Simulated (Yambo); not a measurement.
Absorption of RbScS2O8 (space group P321, No. 150) with and without the electron-hole interaction (Yambo, PBEsol bands; 6×6×2 mesh, 16 valence and 7 conduction bands, static screening with 112 bands and a 3 Ry block, scissor 3.73 eV, Tamm-Dancoff; field along x). Axes are Cartesian, with cell vectors (Å) (5.06, 0.00, 0.00), (-2.53, 4.38, 0.00), (0.00, 0.00, 8.77).

```tsv
E (eV)	Im ε, BSE	Im ε, independent quasiparticles
5.40	0.05	0.01
5.50	0.06	0.01
5.60	0.07	0.02
5.70	0.08	0.02
5.80	0.09	0.02
5.90	0.11	0.02
6.00	0.13	0.02
6.10	0.17	0.02
6.20	0.22	0.02
6.30	0.31	0.02
6.40	0.47	0.03
6.50	0.74	0.03
6.60	1.07	0.03
6.70	1.47	0.03
6.80	2.02	0.03
6.90	2.12	0.04
7.00	1.70	0.04
7.10	1.51	0.05
7.20	1.23	0.05
7.30	0.86	0.06
7.40	0.62	0.07
7.50	0.54	0.08
7.60	0.55	0.09
7.70	0.65	0.11
7.80	0.89	0.14
7.90	1.37	0.19
8.00	2.14	0.27
8.10	2.18	0.40
8.20	1.54	0.59
8.30	1.25	0.88
8.40	1.27	1.29
8.50	1.48	1.50
8.60	1.70	1.48
8.70	1.63	1.46
8.80	1.31	1.35
8.90	1.12	1.20
9.00	0.95	1.07
9.10	0.80	0.89
9.20	0.72	0.66
9.30	0.74	0.50
9.40	0.78	0.45
9.50	0.75	0.48
9.60	0.74	0.65
9.70	0.79	0.97
9.80	0.95	1.26
9.90	1.32	1.32
10.00	2.08	1.35
10.10	2.70	1.44
10.20	2.11	1.63
10.30	1.47	1.84
10.40	1.18	1.84
10.50	1.11	1.53
10.60	1.19	1.16
10.70	1.21	0.91
10.80	0.97	0.76
10.90	0.80	0.67
11.00	0.73	0.61
11.10	0.69	0.59
11.20	0.66	0.63
11.30	0.62	0.70
11.40	0.54	0.80
11.50	0.52	1.00
11.60	0.47	1.34
11.70	0.48	1.71
11.80	0.50	1.93
11.90	0.45	1.98
12.00	0.41	1.73
```

The scissor comes from a G0W0 run whose convergence isn't established. Broadening 0.15 eV. The band window holds all transitions up to 12.1 eV. Fine structure above the onset can come from the mesh.

Geometry of the Materials Project entry, not relaxed at this level; primitive cell a = b = 5.0596 Å, c = 8.7685 Å, α = β = 90.00°, γ = 120.00°.

The structure is a Materials Project entry; no match was found in the copy of COD used, and its stability was not checked.
